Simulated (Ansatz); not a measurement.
Relaxed-ion elastic tensor of W (bcc (W type), Im-3m) in GPa (Voigt order), the program Ansatz at the LDA level (PAW); density 19.80 g/cm³, 15.42 Å³ per atom.

```
566  219  219  0.0  0.0  0.0
219  566  219  0.0  0.0  0.0
219  219  566  0.0  0.0  0.0
0.0  0.0  0.0  150  0.0  0.0
0.0  0.0  0.0  0.0  150  0.0
0.0  0.0  0.0  0.0  0.0  150
```

Q: Is the crystal mechanically stable?

A: Yes: the smallest eigenvalue of C is 150 GPa.

Q: Work out the Voigt, Reuss and Hill averages.

A: K_V = 335, K_R = 335, K_H = 335; G_V = 159, G_R = 158, G_H = 159 GPa.

Q: Give Young's modulus, Poisson's ratio, Pugh's ratio and the universal anisotropy index.

A: E = 9KG/(3K + G) = 412 GPa; ν = 0.30; K/G = 2.11 (ductile by the Pugh limit of 1.75); A_U = 5G_V/G_R + K_V/K_R − 6 = 0.03.

Q: Estimate the sound speeds and the Debye temperature.

A: v_l = √((K + 4G/3)/ρ) = 5250 m/s, v_t = √(G/ρ) = 2830 m/s, mean 3160 m/s; Θ = (h/k)(3n/4πV)^(1/3) v_m = 378 K.

Q: Give the Zener ratio and Young's modulus along [100], [110] and [111].

A: A = 2C44/(C11 − C12) = 0.86; 1/E = S11 − 2(S11 − S12 − S44/2)Γ with Γ = 0, 1/4, 1/3 gives 445, 403, 391 GPa.

Symmetry was held in the LDA relaxation. No spin polarisation was allowed. As this level gives no gap, shear constants depend on the k-mesh and smearing (Fermi–Dirac, 0.1 eV here). Spin–orbit coupling is left out wherever it is not named.

Potentials: the later of the program's two PAW sets.
